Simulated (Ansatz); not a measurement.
ZnGeO$_{3}$ in space group R-3 (No. 148; Zn on 6c, Ge on 6c, O on 18f), plane-wave PAW r²SCAN (Ansatz code), all energies at zero smearing, with the estimated change up to a 700 eV cutoff added, with one set of potentials and settings (totals compare only within such a set). Cell of 10 atoms (2 Zn, 2 Ge, 6 O): -18670.649 eV.

```json
[
 {"element": "Zn", "reference phase": "P6_3/mmc, 2 atoms in the cell", "E (eV/atom)": "-3325.6729"},
 {"element": "Ge", "reference phase": "Fd-3m, 2 atoms in the cell", "E (eV/atom)": "-4302.9041"},
 {"element": "O", "reference phase": "C2/m, 4 atoms in the cell, spin-polarised", "E (eV/atom)": "-566.0281"}
]
```

Formation energy per atom, worked out: (-18670.649 − 2×(-3325.6729) − 2×(-4302.9041) − 6×(-566.0281))/10 = -1.733 eV/atom (-167 kJ per mol of atoms), at 0 K, without zero-point energy or fitted corrections.

The first step of the workflow began from a Materials Project structure, measured or hypothetical; the Crystallography Open Database copy checked does not list it. Its standing as an ambient phase is unchecked. Symmetry was held in the r²SCAN relaxation; its stability against distortions is not shown here. The references are the lowest solids computed at this level, not always the standard phases (solids in place of the gases).

Potentials: the later of the program's two PAW sets.
